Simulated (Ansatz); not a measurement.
Ag:
```
CELL_PARAMETERS angstrom
      5.26300     0.00000     0.00000
     -2.63150     4.55789     0.00000
      0.00000     0.00000     5.13833
ATOMIC_POSITIONS crystal
  Ag 0.00000 0.00000 0.25297
  Ag 0.00000 0.00000 0.74703
  Ag 0.33333 0.66667 0.50000
  Ag 0.66667 0.33333 0.50000
  Ag 0.00000 0.50000 0.00000
  Ag 0.50000 0.00000 0.00000
  Ag 0.50000 0.50000 0.00000
```

Relaxed with PBEsol. Special points in fractions of this cell's reciprocal vectors: Γ (0.000, 0.000, 0.000); M (0.500, 0.000, 0.000); K (0.333, 0.333, 0.000); A (0.000, 0.000, 0.500); L (0.500, 0.000, 0.500); H (0.333, 0.333, 0.500).

Task: List the band energies nearest the Fermi level at these points for PBEsol in the plane-wave PAW code Ansatz.

Result: In eV from the Fermi level; about four levels below and three above (degenerate sets whole), none deeper than 8.9 eV; points with the same levels are listed once.

```csv
k,below,above
Γ,-2.96 -2.96 -2.86 -2.86 -2.25,0.15 0.84 0.97 0.97
M,-3.11 -3.08 -2.97 -2.54,0.02 0.66 1.33
K,-3.01 -3.01 -2.81 -2.53,1.41 2.68 2.68
A,-3.00 -3.00 -2.76 -2.76 -2.25,0.72 2.40 2.40
L,-2.46 -2.45 -2.05 -1.96,0.84 1.29 2.52
H,-1.77 -1.77 -1.77 -1.63 -1.30 -1.30,5.93 6.28 6.28
```

Space group P6/mmm. The start of the workflow was typed in or built on a structure type; neither database checked (COD, Materials Project) lists it. It is not the phase usual at ambient conditions (space group No. 225). The cell was relaxed with PBEsol under the symmetry of its start. At this level the phase is mechanically unstable. No spin polarisation was allowed. Spin–orbit coupling is left out wherever it is not named.

Potentials: the later of the program's two PAW sets.
